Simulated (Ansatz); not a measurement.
Sb₃Au, DFT, LDA, all-electron PAW with datasets made for the crystal, scalar-relativistic (Ansatz 0.2.0), run on 1 thread of AMD EPYC 9R45 96-Core Processor (Zen 5) on a shared host.

The cell comes from COD entry 1510290, which wasn't checked; take it as a given geometry. The listed cell was then made from it by scaling, straining or moving an atom.

Command: `ansatz run input.yaml --threads 1 --pin off --max-ram 4096MiB --backend cpu --events-out ev --progress --plain --runs-dir out`

```yaml
crystal:
  lattice:
    - [-3.0195967007, 3.0195967007, 3.0195967007]
    - [3.0195967007, -3.0195967007, 3.0195967007]
    - [3.0195967007, 3.0195967007, -3.0195967007]
  atoms:
    - { symbol: Sb, position: [0.0, 0.5, 0.5] }
    - { symbol: Sb, position: [0.5, 0.0, 0.5] }
    - { symbol: Sb, position: [0.5, 0.5, 0.0] }
    - { symbol: Au, position: [0.0, 0.0, 0.0] }
kpoints:
  mp_grid: { grid: [10, 10, 10] }
scf:
  occupations: { method: fermi_dirac, width: 0.05 }
hamiltonian:
  xc: lda
  pseudopotentials: { kind: all_electron, datasets: crystal }
output:
  forces: true
  stress: true
  eigenvalues: true
  efg: { contact_densities: true }
```

Question: How large is the problem that the program sets up?

Answer: 47 irreducible k-points, 959 plane waves at Γ, 19 bands.

Question: About how long does it take, and how much memory does it use?

Answer: 4.9 s of wall time for 9 SCF iterations, with a peak of 0.66 GiB. Times on shared machines scatter by tens of per cent.

Question: And the same cell and mesh by PAW (frozen-core files), asked for forces, stress, eigenvalues, efg, on the same hardware?

Answer: 3.9 s, peak memory 0.56 GiB.
